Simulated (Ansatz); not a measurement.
**SrCuO3: pressure against volume**

SrCuO3, Pm-3m, a = 3.831 Å. The structure is a Materials Project entry; whether it is the stable form wasn't checked. Ansatz: r2SCAN, PAW, 500 eV, Γ-centred 10×10×10 mesh on 5 atoms, Gaussian smearing 0.10 eV; no spin polarisation. Symmetry fixes shape and atoms, so the cell is only scaled; pressure is positive in compression.

| V (Å³/atom) | P (GPa) |
| --- | --- |
| 10.567 | 10.85 |
| 10.905 | 4.98 |
| 11.242 | 0.01 |
| 11.579 | -4.20 |
| 11.916 | ? |

Q: Take V0 = 11.242 Å³/atom, count pressures from its P0 = 0.01 GPa, fit the third-order Birch–Murnaghan form to the other rows, and predict the missing pressure.

A: With the Eulerian strain f = ½[(V0/V)^(2/3) − 1] and y = (P − P0)/[3f(1 + 2f)^(5/2)], the form is the line y = B0 + 1.5 B0 (B0′ − 4) f. Rows (f, y): 0.02107, 154.7; 0.01025, 153.6; -0.00975, 151.2. Means f = 0.007190, y = 153.17; Σ(Δf)² = 0.0004890, ΣΔfΔy = 0.05592; the slope is their ratio. y = 152.3 + 114.4 f GPa, so B0 = 152.3 GPa and B0′ = 4 + 2 × (114.4)/(3 × 152.3) = 4.50. At V = 11.916, f = -0.01904, y = 150.12 and P = -7.77 GPa. The run gave -7.75 GPa, so the fit is 0.02 GPa too low, a small miss on the scale of the series. The form still works here, 33 % of the fitted range beyond its end.

Spin polarisation was left out, and a magnetic state may lie lower.

Symmetry holds off the tilts and polar distortions that many cubic perovskites undergo.